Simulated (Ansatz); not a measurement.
# B2O3: computed property card

B2O3:
```cif
data_B4O6
_chemical_formula_sum 'O6 B4'
_space_group_name_H-M_alt 'P-62c'
_space_group_IT_number 190
_space_group_name_Hall 'P -6c -2c'
_cell_length_a 4.35716
_cell_length_b 4.35716
_cell_length_c 6.43174
_cell_angle_alpha 90.000
_cell_angle_beta 90.000
_cell_angle_gamma 120.000
loop_
_atom_site_label
_atom_site_type_symbol
_atom_site_symmetry_multiplicity
_atom_site_Wyckoff_symbol
_atom_site_fract_x
_atom_site_fract_y
_atom_site_fract_z
_atom_site_occupancy
O1 O 6 h 0.33315 0.04520 0.25000 1
B1 B 2 d 0.66667 0.33333 0.25000 1
B2 B 2 b 0.00000 0.00000 0.25000 1
```

Space group P-62c (No. 190); conventional cell a = b = 4.357 Å, c = 6.432 Å, α = β = 90.00°, γ = 120.00°.

Method: plane-wave PAW r²SCAN+D4 (Ansatz code). Structure relaxed to zero pressure with the same functional. Other levels are named where they apply.

Cell and energy:

- Volume per atom = 10.57 Å³
- Density = 2.19 g/cm³
- Formation energy from the elements (no fitted shifts) = -2.47 eV/atom

Electronic structure:

- Band gap = 5.60 eV (indirect)
- Valence-band maximum = at M
- Conduction-band minimum = at Γ
- Smallest direct gap on the standard path = 5.81 eV
- Electron effective mass = 0.63, 0.63, 1.2 mₑ (principal values)
- HSE06 gap on the r²SCAN+D4 cell = 6.79 eV

Mechanics:

* **Bulk modulus (Birch–Murnaghan fit)**: 21.9 GPa
* **Pressure derivative B′**: 10.7

Charges:

Bader charges: O -1.63, B +2.44 to +2.45 e

The start of the workflow was typed in or built on a structure type; neither database checked (COD, Materials Project) lists it. COD files the formula under space group No. 144, 152. Its standing as an ambient phase is unchecked. The cell was relaxed with r²SCAN+D4 under the symmetry of its start; its stability against distortions is not shown here. The references are the lowest solids computed at this level, not always the standard phases (solids in place of the gases).

Potentials: the earlier of the program's two PAW sets. The files were generated under PBE; for other functionals the program regenerates the frozen cores, and for LDA and PBEsol the local potential too.
